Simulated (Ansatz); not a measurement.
NaF (rock salt)

```xyz
2
Lattice="0.0000 2.2973 2.2973 2.2973 0.0000 2.2973 2.2973 2.2973 0.0000" Properties=species:S:1:pos:R:3 pbc="T T T"
F      0.0000     0.0000     0.0000
Na     2.2973     2.2973     2.2973
```

E(V) scan at fixed shape, V₀ the volume above. Symmetry pins the atoms to their sites.

Level of theory: r2SCAN (plane waves to 500 eV, PAW, scalar-relativistic; Ansatz, a first-principles code). k mesh 12×12×12 (Γ-centred), Fermi-Dirac smearing 0.05 eV. Energies are smeared free energies. Compression counts positive. NaF was relaxed with its symmetry unable to fall. ΔE is measured from the relaxed starting cell.

| V (Å³/atom) | ΔE (meV/atom) |
|---|---|
| 11.396 | withheld |
| 11.542 | 5.2 |
| 11.687 | 2.9 |
| 11.832 | 1.2 |
| 11.978 | 0.3 |
| 12.123 | 0.0 |
| 12.269 | 0.3 |
| 12.414 | 1.1 |
| 12.560 | 2.5 |
| 12.705 | 4.3 |
| 12.851 | 6.6 |

### Question
Fit a third-order Birch-Murnaghan form (E₀, V₀, B₀, B₀′ free) to the given rows and predict ΔE at V = 11.396.

### Answer
Least squares on the 10 given rows: ΔE = E₀ + (9V₀B₀/16)·y²·[2 + (B₀′ − 4)y], y = (V₀/V)^(2/3) − 1, with V₀ = 12.123 Å³/atom, B₀ = 54.40 GPa (160.2 GPa = 1 eV/Å³; the term in eV is multiplied by 1000), B₀′ = 4.98, E₀ = -0.01 meV/atom; root-mean-square residual 0.02 meV/atom. At 11.396 the fit gives 8.4 meV/atom; the calculation gives 8.3 meV/atom, so the extrapolation is off by 0.1 (+1.2 %). For the pressure the fit gives 3.93 GPa against the computed 3.89 GPa.

(Under strain, the slope of the energy per volume gives the stress and its curvature an elastic modulus.)
